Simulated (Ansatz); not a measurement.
The start is a generated cell, Al2Cu placed in the AFLOW prototype AB2_oP6_58_a_g (as in Fe2C). The structure is fully relaxed (lattice and positions, P = 0) with r2SCAN (plane waves to 500 eV, PAW, scalar-relativistic; Ansatz, a quantum-chemistry and plane-wave program). The first steps use a coarse 7×6×10 k-mesh.

The start:
```yaml
crystal:
  lattice:
    - [5.13123, 0.00000, 0.00000]
    - [0.00000, 5.58993, 0.00000]
    - [0.00000, 0.00000, 3.36299]
  atoms:
    - { symbol: Al, position: [0.75000, 0.33333, 0.00000] }
    - { symbol: Al, position: [0.75000, 0.83333, 0.50000] }
    - { symbol: Al, position: [0.25000, 0.16667, 0.50000] }
    - { symbol: Al, position: [0.25000, 0.66667, 0.00000] }
    - { symbol: Cu, position: [0.00000, 0.00000, 0.00000] }
    - { symbol: Cu, position: [0.50000, 0.50000, 0.50000] }
```

```json
{
  "largest_initial_force": "0.16 eV/Å, on Al1, Al2, Al3, Al4 (atoms numbered as listed)",
  "energy_released": "0.14 eV/atom",
  "band_gap_at_the_end": "no gap (metallic)",
  "optimiser_moves": "20"
}
```

Final structure:

```cif
data_Al4Cu2
_chemical_formula_sum 'Al4 Cu2'
_space_group_name_H-M_alt 'P42/mnm'
_space_group_IT_number 136
_space_group_name_Hall '-P 4n 2n'
_cell_length_a 5.97896
_cell_length_b 5.97896
_cell_length_c 2.94394
_cell_angle_alpha 90.000
_cell_angle_beta 90.000
_cell_angle_gamma 90.000
loop_
_atom_site_label
_atom_site_type_symbol
_atom_site_symmetry_multiplicity
_atom_site_Wyckoff_symbol
_atom_site_fract_x
_atom_site_fract_y
_atom_site_fract_z
_atom_site_occupancy
Al1 Al 4 f 0.27682 0.27682 0.00000 1
Cu1 Cu 2 a 0.00000 0.00000 0.00000 1
```

Final values are on a 8×8×16 k-mesh of the relaxed cell. No spin polarisation in the result.

The run could not lose the symmetry of its start, so the end can be a saddle point.

The relaxed structure here is a generated cell of Al2Cu: the first start was made by placing the elements on the sites of a structure type, and the end was not matched to a known phase here, so it may be hypothetical. Known forms of Al2Cu include space group No. 140.
